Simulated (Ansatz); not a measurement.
Molecular dynamics on a 2×2×1 supercell (16 atoms) of LiTlSe2 (ordering on zincblende), relaxed with r2SCAN. Forces come from PBE in the plane-wave code Ansatz: Langevin thermostat and barostat (NPT), 200 K, steps of 1 fs. Classical nuclei, no spin polarisation; a few dozen steps show the first response, not equilibrium. The structure comes from a prototype and may be hypothetical.

```yaml
crystal:
  lattice:
    - [8.527849626, 0.0, 0.0]
    - [0.0, 8.527849626, 0.0]
    - [0.0, 0.0, 5.9802485926]
  atoms:
    - { symbol: Li, position: [0.0, 0.0, 0.0] }
    - { symbol: Se, position: [0.0, 0.25, 0.2292133967] }
    - { symbol: Tl, position: [0.25, 0.25, 0.5] }
    - { symbol: Se, position: [0.25, 0.0, 0.7707866033] }
    - { symbol: Li, position: [0.0, 0.5, 0.0] }
    - { symbol: Se, position: [0.0, 0.75, 0.2292133967] }
    - { symbol: Tl, position: [0.25, 0.75, 0.5] }
    - { symbol: Se, position: [0.25, 0.5, 0.7707866033] }
    - { symbol: Li, position: [0.5, 0.0, 0.0] }
    - { symbol: Se, position: [0.5, 0.25, 0.2292133967] }
    - { symbol: Tl, position: [0.75, 0.25, 0.5] }
    - { symbol: Se, position: [0.75, 0.0, 0.7707866033] }
    - { symbol: Li, position: [0.5, 0.5, 0.0] }
    - { symbol: Se, position: [0.5, 0.75, 0.2292133967] }
    - { symbol: Tl, position: [0.75, 0.75, 0.5] }
    - { symbol: Se, position: [0.75, 0.5, 0.7707866033] }
kpoints:
  mp_grid: { grid: [2, 2, 2] }
hamiltonian:
  xc: pbe
scf:
  occupations: { method: fermi_dirac, width: 0.02 }
md:
  ensemble: npt_langevin
  temperature: 200
  timestep: 1.0
  n_steps: 20
  initial_velocities: maxwell_boltzmann
  seed: 4456
```

Command: `ansatz run input.yaml --threads 4 --pin off --max-ram 3686MiB --backend cpu --events-out ev --progress --plain --runs-dir out`. It took 2.3 min on 4 threads of Arm Neoverse V1, with other jobs on the host, load about 1.2 per core; peak host memory 1.7 GiB.

```
step  t (fs)  T (K)  free energy F from step 0 (meV/atom)  kinetic energy (meV/atom)  pressure (GPa)  volume (Å³/atom)  largest force (eV/Å)
   0       0    188                                   0.0                       24.2            1.48             27.18                  0.20
   1       1    193                                   0.0                       25.0            1.48             27.19                  0.22
   2       2    190                                  -0.1                       24.5            1.45             27.21                  0.24
   3       3    178                                  -0.1                       23.0            1.41             27.24                  0.26
   4       4    199                                  -0.2                       25.7            1.37             27.28                  0.27
   5       5    197                                  -0.3                       25.5            1.30             27.33                  0.29
   6       6    200                                  -0.3                       25.8            1.23             27.39                  0.30
   7       7    201                                  -0.4                       25.9            1.14             27.45                  0.31
   8       8    194                                  -0.4                       25.1            1.03             27.53                  0.32
   9       9    189                                  -0.4                       24.4            0.91             27.62                  0.32
  10      10    188                                  -0.4                       24.3            0.79             27.72                  0.33
  11      11    185                                  -0.2                       23.9            0.67             27.81                  0.36
  12      12    184                                   0.0                       23.8            0.55             27.91                  0.39
  13      13    185                                   0.3                       23.9            0.42             28.01                  0.41
  14      14    189                                   0.7                       24.4            0.30             28.12                  0.44
  15      15    174                                   1.2                       22.5            0.17             28.23                  0.47
  16      16    175                                   1.8                       22.6            0.05             28.34                  0.49
  17      17    172                                   2.5                       22.2           -0.07             28.44                  0.51
  18      18    159                                   3.3                       20.6           -0.19             28.55                  0.54
  19      19    155                                   4.1                       20.0           -0.31             28.66                  0.56
  20      20    153                                   5.0                       19.7           -0.42             28.76                  0.58
```

The temperature goes from 188 K to 153 K in 20 fs. The thermostat hasn't had time to restore it.

Positions (Å) and forces (eV/Å) at step 20:
```
cell (Å): 8.690 0.000 0.000; 0.000 8.690 0.000; 0.000 0.000 6.094
Li   0.014   0.009   0.048    -0.015  -0.110  -0.123
Se  -0.033   2.116   1.428     0.238   0.184  -0.120
Tl   2.164   2.168   3.050     0.121  -0.134   0.014
Se   2.171  -0.047   4.686     0.116   0.221   0.108
Li  -0.023   4.312   0.042     0.084   0.033  -0.038
Se  -0.007   6.523   1.432     0.117  -0.066  -0.269
Tl   2.167   6.499   3.056    -0.046   0.096  -0.038
Se   2.178   4.356   4.657     0.029  -0.177   0.299
Li   4.455  -0.087   0.029    -0.268   0.132  -0.027
Se   4.377   2.145   1.401    -0.269   0.096  -0.124
Tl   6.506   2.210   3.018    -0.077  -0.129   0.557
Se   6.524   0.018   4.759     0.143  -0.014  -0.467
Li   4.419   4.459   0.031    -0.135  -0.353  -0.129
Se   4.316   6.490   1.408     0.150   0.159   0.137
Tl   6.537   6.526   3.020    -0.184   0.199   0.381
Se   6.538   4.388   4.711    -0.002  -0.137  -0.160
```
